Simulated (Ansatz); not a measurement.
GaIr$_{3}$N (anti-perovskite, Pm-3m) at seven volumes, plane-wave PAW PBEsol (Ansatz code), scaled uniformly. One row is withheld.

| V (Å³/atom) | P (GPa) |
|---|---|
| 12.057 | 32.35 |
| 12.454 | 19.63 |
| 12.852 | 8.95 |
| 13.249 | 0.00 |
| 13.647 | -7.50 |
| 14.044 | -13.76 |
| 14.442 | ? |

Fit the shown pressures and predict the withheld one.

Third-order Birch–Murnaghan: P = (3/2)B₀(x^(7/2) − x^(5/2))[1 + (3/4)(B′ − 4)(x − 1)] with x = (V₀/V)^(2/3). Least squares on the six rows gives V₀ = 13.250 Å³/atom, B₀ = 272.4 GPa, B′ = 4.87. At V = 14.442, x = 0.9442 and P = -19.04 GPa. The run itself gave -18.97 GPa.

The start of the workflow was typed in or built on a structure type; neither database checked (COD, Materials Project) lists it. Whether it is the stable phase at ambient conditions was not checked. The cell was relaxed with PBEsol under the symmetry of its start. At this level the phase is dynamically unstable (imaginary phonons). The workflow began spin-polarised and lost its moments. The volume moved by 17 % from the start of the relaxation. Its formation energy is positive at this level, so the cell may be metastable or incomplete. Spin–orbit coupling is left out wherever it is not named.

Potentials: the earlier of the program's two PAW sets. The files were generated under PBE; for other functionals the program regenerates the frozen cores, and for LDA and PBEsol the local potential too.
